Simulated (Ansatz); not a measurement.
AlMo$_{4}$S$_{8}$:
```yaml
crystal:
  lattice:
    - [0.00000, 4.83035, 4.83035]
    - [4.83035, 0.00000, 4.83035]
    - [4.83035, 4.83035, 0.00000]
  atoms:
    - { symbol: Al, position: [0.00000, 0.00000, 0.00000] }
    - { symbol: S, position: [0.36525, 0.36525, 0.90424] }
    - { symbol: S, position: [0.36525, 0.90424, 0.36525] }
    - { symbol: S, position: [0.90424, 0.36525, 0.36525] }
    - { symbol: S, position: [0.36525, 0.36525, 0.36525] }
    - { symbol: S, position: [0.86461, 0.86461, 0.40617] }
    - { symbol: S, position: [0.86461, 0.40617, 0.86461] }
    - { symbol: S, position: [0.40617, 0.86461, 0.86461] }
    - { symbol: S, position: [0.86461, 0.86461, 0.86461] }
    - { symbol: Mo, position: [0.60271, 0.60271, 0.19188] }
    - { symbol: Mo, position: [0.60271, 0.19188, 0.60271] }
    - { symbol: Mo, position: [0.19188, 0.60271, 0.60271] }
    - { symbol: Mo, position: [0.60271, 0.60271, 0.60271] }
```

Relaxed with PBEsol. Special points in fractions of this cell's reciprocal vectors: Γ (0.000, 0.000, 0.000); X (0.500, 0.000, 0.500); U (0.625, 0.250, 0.625); K (0.375, 0.375, 0.750); L (0.500, 0.500, 0.500); W (0.500, 0.250, 0.750).

### Question
List the band energies nearest the Fermi level at these points for the program Ansatz at the PBEsol with spin–orbit coupling level (PAW).

### Answer
In eV from the Fermi level; about four levels below and three above (degenerate sets whole), none deeper than 8.9 eV; points with the same levels are listed once.

```
k                                below                          above
-  -----------------------------------  -----------------------------
Γ  -0.28 -0.28 -0.28 -0.28 -0.17 -0.17            2.12 2.12 2.16 2.16
X              -0.83 -0.83 -0.61 -0.61            0.00 0.00 0.09 0.09
U              -0.44 -0.08 -0.08 -0.01                 0.05 1.53 1.54
L              -0.18 -0.18 -0.07 -0.07  1.63 1.63 1.89 1.89 1.90 1.90
W              -0.48 -0.42 -0.14 -0.10                 0.01 0.03 1.68
```

Space group F-43m. The workflow started from an entry of the Crystallography Open Database (COD), which files this formula under 2 space groups. Whether it is the stable phase at ambient conditions was not checked. The cell was relaxed with PBEsol under the symmetry of its start; its stability against distortions is not shown here. No spin polarisation was allowed. With an odd number of electrons in the cell and no spin polarisation, the count alone makes it a metal.

Potentials: the later of the program's two PAW sets.
